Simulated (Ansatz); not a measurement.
# Every step of a relaxation of B

DFT, r2SCAN, PAW with Ansatz's default frozen-core files, scalar-relativistic (Ansatz 0.2.0); a Γ-centred 8×8×8 k mesh, Fermi–Dirac smearing of 0.05 eV, no spin polarisation. The run relaxes cell and atoms at a target pressure of 0 GPa.

Command: `ansatz run input.yaml --threads 4 --pin off --max-ram 10240MiB --backend cpu --events-out ev --progress --plain --runs-dir out` It took 21 s on 4 threads of Arm Neoverse V2, on a shared host, peak memory 0.75 GiB.

```yaml
crystal:
  lattice:
    - [2.454, 1.4168175606, 4.189]
    - [-2.454, 1.4168175606, 4.189]
    - [0.0, -2.8336351212, 4.189]
  atoms:
    - { symbol: B, position: [0.0104, 0.6573, 0.0104] }
    - { symbol: B, position: [0.0104, 0.0104, 0.6573] }
    - { symbol: B, position: [0.6573, 0.0104, 0.0104] }
    - { symbol: B, position: [0.9896, 0.3427, 0.9896] }
    - { symbol: B, position: [0.3427, 0.9896, 0.9896] }
    - { symbol: B, position: [0.9896, 0.9896, 0.3427] }
    - { symbol: B, position: [0.2206, 0.6323, 0.2206] }
    - { symbol: B, position: [0.2206, 0.2206, 0.6323] }
    - { symbol: B, position: [0.6323, 0.2206, 0.2206] }
    - { symbol: B, position: [0.7794, 0.3677, 0.7794] }
    - { symbol: B, position: [0.3677, 0.7794, 0.7794] }
    - { symbol: B, position: [0.7794, 0.7794, 0.3677] }
kpoints:
  mp_grid: { grid: [8, 8, 8] }
scf:
  occupations: { method: fermi_dirac, width: 0.05 }
hamiltonian:
  xc: r2scan
  pseudopotentials: { kind: paw }
output:
  forces: true
  stress: true
relax:
  f_tol: 0.003
  max_steps: 80
  cell: {}
```

Each step lists its free energy a cell above the last geometry, the pressure, the cell vectors (Å), and Cartesian positions (Å) with forces (eV/Å).

The first step:

```
step 1  dF = 51.56 meV  P = -1.42 GPa
  cell 2.4540 1.4168 4.1890  -2.4540 1.4168 4.1890  0.0000 -2.8336 4.1890
  B -1.5875 0.9165 2.8406   0.4174 -0.2410 -0.7230
  B 0.0000 -1.8331 2.8406   0.0000 0.4819 -0.7230
  B 1.5875 0.9165 2.8406   -0.4174 -0.2410 -0.7230
  B 1.5875 -0.9165 9.7264   -0.4174 0.2410 0.7230
  B -1.5875 -0.9165 9.7264   0.4174 0.2410 0.7230
  B 0.0000 1.8331 9.7264   0.0000 -0.4819 0.7230
  B -1.0103 0.5833 4.4969   0.0156 -0.0090 -0.0883
  B 0.0000 -1.1666 4.4969   0.0000 0.0180 -0.0883
  B 1.0103 0.5833 4.4969   -0.0156 -0.0090 -0.0883
  B 1.0103 -0.5833 8.0701   -0.0156 0.0090 0.0883
  B -1.0103 -0.5833 8.0701   0.0156 0.0090 0.0883
  B 0.0000 1.1666 8.0701   0.0000 -0.0180 0.0883
```

The PAW files were made under PBE.

**Question.** Where does the relaxation end, and by which steps?

**Answer.** After 5 geometries, with conventional a, b, c = 4.899, 4.899, 12.514 Å, at 7.224 Å³/atom (-0.80 % against the start) in space group R-3m, with a shortest distance of 1.667 Å. The further steps:
```
step 2  dF = 7.26 meV  P = -0.05 GPa
  cell 2.4488 1.4138 4.1769  -2.4488 1.4138 4.1769  0.0000 -2.8276 4.1769
  B -1.5804 0.9125 2.8218   0.1665 -0.0961 -0.2723
  B 0.0000 -1.8249 2.8218   0.0000 0.1923 -0.2723
  B 1.5804 0.9125 2.8218   -0.1665 -0.0961 -0.2723
  B 1.5804 -0.9125 9.7089   -0.1665 0.0961 0.2723
  B -1.5804 -0.9125 9.7089   0.1665 0.0961 0.2723
  B 0.0000 1.8249 9.7089   0.0000 -0.1923 0.2723
  B -1.0081 0.5820 4.4835   0.0358 -0.0207 -0.0599
  B 0.0000 -1.1640 4.4835   0.0000 0.0414 -0.0599
  B 1.0081 0.5820 4.4835   -0.0358 -0.0207 -0.0599
  B 1.0081 -0.5820 8.0472   -0.0358 0.0207 0.0599
  B -1.0081 -0.5820 8.0472   0.0358 0.0207 0.0599
  B 0.0000 1.1640 8.0472   0.0000 -0.0414 0.0599
step 3  dF = 0.19 meV  P = 0.20 GPa
  cell 2.4494 1.4142 4.1678  -2.4494 1.4142 4.1678  0.0000 -2.8283 4.1678
  B -1.5790 0.9117 2.8093   0.0013 -0.0008 0.0144
  B 0.0000 -1.8233 2.8093   0.0000 0.0015 0.0144
  B 1.5790 0.9117 2.8093   -0.0013 -0.0008 0.0144
  B 1.5790 -0.9117 9.6942   -0.0013 0.0008 -0.0144
  B -1.5790 -0.9117 9.6942   0.0013 0.0008 -0.0144
  B 0.0000 1.8233 9.6942   0.0000 -0.0015 -0.0144
  B -1.0077 0.5818 4.4722   0.0078 -0.0045 -0.0169
  B 0.0000 -1.1636 4.4722   0.0000 0.0090 -0.0169
  B 1.0077 0.5818 4.4722   -0.0078 -0.0045 -0.0169
  B 1.0077 -0.5818 8.0313   -0.0078 0.0045 0.0169
  B -1.0077 -0.5818 8.0313   0.0078 0.0045 0.0169
  B 0.0000 1.1636 8.0313   0.0000 -0.0090 0.0169
step 4  dF = 0.02 meV  P = 0.05 GPa
  cell 2.4490 1.4139 4.1717  -2.4490 1.4139 4.1717  0.0000 -2.8279 4.1717
  B -1.5784 0.9113 2.8123   -0.0004 0.0002 0.0030
  B 0.0000 -1.8226 2.8123   0.0000 -0.0004 0.0030
  B 1.5784 0.9113 2.8123   0.0004 0.0002 0.0030
  B 1.5784 -0.9113 9.7028   0.0004 -0.0002 -0.0030
  B -1.5784 -0.9113 9.7028   -0.0004 -0.0002 -0.0030
  B 0.0000 1.8226 9.7028   0.0000 0.0004 -0.0030
  B -1.0073 0.5816 4.4756   0.0053 -0.0031 -0.0061
  B 0.0000 -1.1631 4.4756   0.0000 0.0062 -0.0061
  B 1.0073 0.5816 4.4756   -0.0053 -0.0031 -0.0061
  B 1.0073 -0.5816 8.0396   -0.0053 0.0031 0.0061
  B -1.0073 -0.5816 8.0396   0.0053 0.0031 0.0061
  B 0.0000 1.1631 8.0396   0.0000 -0.0062 0.0061
step 5  dF = 0.00 meV  P = 0.00 GPa
  cell 2.4493 1.4141 4.1714  -2.4493 1.4141 4.1714  0.0000 -2.8282 4.1714
  B -1.5787 0.9115 2.8122   0.0009 -0.0005 0.0004
  B 0.0000 -1.8230 2.8122   0.0000 0.0011 0.0004
  B 1.5787 0.9115 2.8122   -0.0009 -0.0005 0.0004
  B 1.5787 -0.9115 9.7020   -0.0009 0.0005 -0.0004
  B -1.5787 -0.9115 9.7020   0.0009 0.0005 -0.0004
  B 0.0000 1.8230 9.7020   0.0000 -0.0011 -0.0004
  B -1.0073 0.5816 4.4749   -0.0007 0.0004 0.0005
  B 0.0000 -1.1631 4.4749   0.0000 -0.0008 0.0005
  B 1.0073 0.5816 4.4749   0.0007 0.0004 0.0005
  B 1.0073 -0.5816 8.0393   0.0007 -0.0004 -0.0005
  B -1.0073 -0.5816 8.0393   -0.0007 -0.0004 -0.0005
  B 0.0000 1.1631 8.0393   0.0000 0.0008 -0.0005
step 6  dF = 0.07 meV  P = 0.00 GPa  (same geometry on a basis chosen anew; earlier energies don't compare to the last digit)
  cell 2.4493 1.4141 4.1714  -2.4493 1.4141 4.1714  0.0000 -2.8282 4.1714
  B -1.5787 0.9115 2.8122   0.0010 -0.0006 0.0005
  B 0.0000 -1.8230 2.8122   0.0000 0.0011 0.0005
  B 1.5787 0.9115 2.8122   -0.0010 -0.0006 0.0005
  B 1.5787 -0.9115 9.7020   -0.0010 0.0006 -0.0005
  B -1.5787 -0.9115 9.7020   0.0010 0.0006 -0.0005
  B 0.0000 1.8230 9.7020   0.0000 -0.0011 -0.0005
  B -1.0073 0.5816 4.4749   -0.0007 0.0004 0.0004
  B 0.0000 -1.1631 4.4749   0.0000 -0.0008 0.0004
  B 1.0073 0.5816 4.4749   0.0007 0.0004 0.0004
  B 1.0073 -0.5816 8.0393   0.0007 -0.0004 -0.0004
  B -1.0073 -0.5816 8.0393   -0.0007 -0.0004 -0.0004
  B 0.0000 1.1631 8.0393   0.0000 0.0008 -0.0004
```
